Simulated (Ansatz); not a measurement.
Values for one crystal, relaxed and computed with plane-wave PAW r²SCAN (Ansatz code); other levels are named.

| Property | Value |
|---|---|
| Volume per atom | 18.19 Å³ |
| Electronic character | metallic (no gap) |
| Highest zone-centre frequency | 619 cm⁻¹ |
| Mechanical stability | stable (all eigenvalues of C positive) |
| Bulk modulus (Birch–Murnaghan fit) | 69.3 GPa |
| Zone-centre stability | no imaginary mode at Γ |
| Elastic constants (relaxed ions, GPa) | C11 = 141, C12 = 54.5, C13 = 36.9, C33 = 108, C44 = 11.2, C66 = 43.8 |

Pick the material that matches.
A. YSi2, P4/mmm (Si on 2f, Y on 1b)
B. Ba2CuHgO4, P4/mmm (Pearson symbol tP8)
C. FeSi2, P4/mmm (Fe on 1c, Si on 2g)
D. CoPtO2, R-3m (Co on 3b, Pt on 3a, O on 6c)

B, Ba2CuHgO4, P4/mmm (Pearson symbol tP8)

The first step of the workflow began from a Materials Project structure, measured or hypothetical; the Crystallography Open Database copy checked does not list it. Whether it is the stable phase at ambient conditions was not checked. The r²SCAN relaxation kept the symmetry of its start. The run is not spin-polarised. No Hubbard U is applied. Without spin polarisation and U, an open-shell compound can come out a false metal. As this level gives no gap, shear constants depend on the k-mesh and smearing (Fermi–Dirac, 0.1 eV here). As this level gives no gap, phonon frequencies hold no LO–TO term and depend on the k-mesh and smearing (Fermi–Dirac, 0.1 eV here). Spin–orbit coupling is left out wherever it is not named.

Potentials: the later of the program's two PAW sets.
